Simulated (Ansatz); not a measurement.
**Relaxing indium (hcp)**

The calculation used Ansatz, DFT, r2SCAN, plane waves (500 eV) with PAW, scalar-relativistic. The PAW files were generated under PBE, with cores re-solved for the functional.

k-point mesh 11×11×6, Fermi-Dirac smearing 0.1 eV, no spin polarisation. Cell and atoms relax.

Starting structure:

```yaml
crystal:
  lattice:
    - [3.3313943041, 0.0, 0.0]
    - [-1.665697152, 2.8850720974, 0.0]
    - [0.0, 0.0, 5.4401668986]
  atoms:
    - { symbol: In, position: [0.3333333333, 0.6666666667, 0.25] }
    - { symbol: In, position: [0.6666666667, 0.3333333333, 0.75] }
hamiltonian:
  xc: r2scan
  pseudopotentials:
    kind: paw
    azcp:
      In: "pseudopotentials/In.paw.azcp"
basis:
  ecutwfc: 500
  fft_grid_basis: typed
kpoints:
  mp_grid: { grid: [11, 11, 6], shift: [0, 0, 0] }
magnetization:
  spin_polarized: false
scf:
  occupations: { method: fermi_dirac, width: 0.1 }
relax:
  max_steps: 60
  f_tol: 0.01
  cell: {}
```

Problem. The pressure at the start is 0.4 GPa. By how much does the volume change?

Solution. From 26.14 to 26.43 Å³ per atom, 1.1 %. The final cell has a = 3.347 Å, c = 5.449 Å (c/a = 1.628).

Problem. How much energy does the relaxation gain?

Solution. 0.4 meV per atom.

Path of the relaxation (the plane waves are chosen anew near the end, which can shift the energy a little):

```
step  E − E(final) (meV/atom)  V (Å³/atom)  P (GPa)  max force (eV/Å)
   0                     0.43       26.144     0.45             0.000
   1                     0.04       26.421     0.01             0.000
   2                     0.04       26.429    -0.01             0.000
   3                     0.00       26.429     0.00             0.000
```
